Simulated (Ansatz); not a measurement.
SrCl$_{2}$ (fluorite)

```
CELL_PARAMETERS angstrom
      0.00000     3.49721     3.49721
      3.49721     0.00000     3.49721
      3.49721     3.49721     0.00000
ATOMIC_POSITIONS crystal
  Sr 0.00000 0.00000 0.00000
  Cl 0.75000 0.75000 0.75000
  Cl 0.25000 0.25000 0.25000
```

The slice is a {100} plane (indices of the conventional cell) through the point (0.750, 0.750, 0.750) (fractional), spanned by u = [100] and v = [0 1 -1] in vectors of this cell: u (4.95 Å) and v (4.95 Å, at 90° to u). It covers one period; positions are fractions (u, v).

Level of theory: r2SCAN (plane waves to 500 eV, PAW, scalar-relativistic; Ansatz, an electronic-structure program). k mesh 8×8×8. Inside the PAW spheres the values are not all-electron values, and peaks at nuclei hang on which shells count as valence. SrCl2 was relaxed with its symmetry unable to fall.

### Question
Predict the map of the electron localisation function (ELF) on the slice.

### Answer
```tsv
v \ u	0.00	0.11	0.21	0.32	0.43	0.54	0.64	0.75	0.86	0.96
0.86	0.87	0.86	0.64	0.05	0.05	0.06	0.03	0.38	0.84	0.87
0.71	0.56	0.30	0.04	0.43	0.80	0.83	0.64	0.06	0.14	0.54
0.57	0.01	0.02	0.45	0.86	x	x	0.87	0.69	0.05	0.01
0.43	0.01	0.02	0.45	0.86	x	x	0.87	0.69	0.05	0.01
0.29	0.56	0.30	0.04	0.43	0.80	0.83	0.64	0.06	0.14	0.54
0.14	0.87	0.86	0.64	0.05	0.05	0.06	0.03	0.38	0.84	0.87
0.00	x	0.81	0.83	0.26	0.01	0.01	0.07	0.75	0.87	x
```

Values: electron localisation function (ELF). Points within 0.5 Å of a nucleus are blanked (x), as the pseudised field means little there.
